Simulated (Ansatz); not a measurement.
zincblende-structured RhSe

Level of theory: DFT, PBEsol, scalar-relativistic, no spin polarisation; plane waves to 420 eV with PAW datasets (Ansatz 0.2.0), 10×10×10 k-mesh, Gaussian smearing of 0.05 eV. The datasets are Ansatz's generated set soft_2.

```xyz
2
Lattice="0.0000 2.7379 2.7379 2.7379 0.0000 2.7379 2.7379 2.7379 0.0000" Properties=species:S:1:pos:R:3 pbc="T T T"
Rh    0.0000    0.0000    0.0000
Se    1.3690    1.3690    1.3690
```

This is a trial structure; measured cells of the compound in the Crystallography Open Database are in space group P63/mmc.

Q: Which orbitals carry the states at the Fermi level, and how many states are there?

A: Within 0.1 eV of it: Rh 4d 60 %, Se 4p 37 % (shares among the projected shells). The density of states at the Fermi level is about 1.8 states/eV per cell, averaged over 0.3 eV.

Density of states (tetrahedra, averaged over 0.3 eV; states/eV per cell of 2 atoms; energy in eV from the Fermi level; projections on Löwdin-orthogonalised atomic orbitals, summed over sites):

```
    E  total  Rh 4d  Se 4p  Rh 5s  Se 4s  Rh 4p
-6.70    0.0    0.0    0.0    0.0    0.0    0.0
-6.40    0.3    0.1    0.2    0.0    0.0    0.0
-6.10    1.7    0.5    1.0    0.2    0.0    0.0
-5.80    4.4    1.1    2.9    0.3    0.0    0.0
-5.50    0.5    0.2    0.3    0.0    0.0    0.0
-5.20    5.9    2.7    3.1    0.2    0.0    0.0
-4.90    3.8    1.6    2.0    0.1    0.0    0.0
-4.60    2.4    0.9    1.4    0.0    0.0    0.0
-4.30    1.0    0.3    0.6    0.0    0.0    0.0
-4.00    0.0    0.0    0.0    0.0    0.0    0.0
-3.70    0.0    0.0    0.0    0.0    0.0    0.0
-3.40    0.0    0.0    0.0    0.0    0.0    0.0
-3.10    0.0    0.0    0.0    0.0    0.0    0.0
-2.80    3.2    2.9    0.2    0.0    0.0    0.0
-2.50    4.5    4.3    0.1    0.0    0.0    0.0
-2.20    5.4    5.3    0.1    0.0    0.0    0.0
-1.90    1.1    0.9    0.1    0.0    0.0    0.0
-1.60    2.3    1.9    0.3    0.1    0.1    0.0
-1.30    1.1    0.8    0.2    0.0    0.0    0.0
-1.00    1.4    1.0    0.3    0.0    0.1    0.0
-0.70    1.6    1.1    0.4    0.0    0.1    0.0
-0.40    1.4    0.9    0.4    0.0    0.0    0.0
-0.10    1.6    0.9    0.5    0.0    0.0    0.0
 0.20    1.9    1.1    0.7    0.0    0.0    0.0
 0.50    1.8    0.9    0.7    0.0    0.0    0.0
 0.80    1.7    0.8    0.7    0.0    0.0    0.0
 1.10    1.4    0.7    0.6    0.0    0.0    0.0
 1.40    1.0    0.4    0.4    0.0    0.0    0.0
 1.70    0.7    0.3    0.3    0.0    0.0    0.0
 2.00    0.5    0.2    0.3    0.0    0.0    0.0
 2.30    0.4    0.2    0.2    0.0    0.0    0.0
 2.60    0.2    0.1    0.1    0.0    0.0    0.0
 2.90    0.0    0.0    0.0    0.0    0.0    0.0
 3.20    0.1    0.0    0.0    0.0    0.0    0.0
 3.50    0.1    0.0    0.0    0.1    0.0    0.0
 3.80    0.2    0.0    0.0    0.1    0.0    0.0
 4.10    0.4    0.0    0.0    0.2    0.0    0.0
 4.40    0.6    0.0    0.1    0.3    0.1    0.0
 4.70    0.8    0.0    0.1    0.3    0.1    0.0
 5.00    1.0    0.0    0.1    0.3    0.1    0.0
 5.30    1.1    0.0    0.1    0.3    0.0    0.0
 5.60    1.1    0.0    0.1    0.3    0.0    0.0
 5.90    0.7    0.0    0.0    0.1    0.0    0.0
```

The calculation's cell holds 33 valence electrons, an odd number. Without magnetic order each band takes two, so one stays part-filled and the crystal must be a metal. (Only strong correlation, outside this picture, could make a Mott insulator of it.)

Spin polarisation wasn't tried.
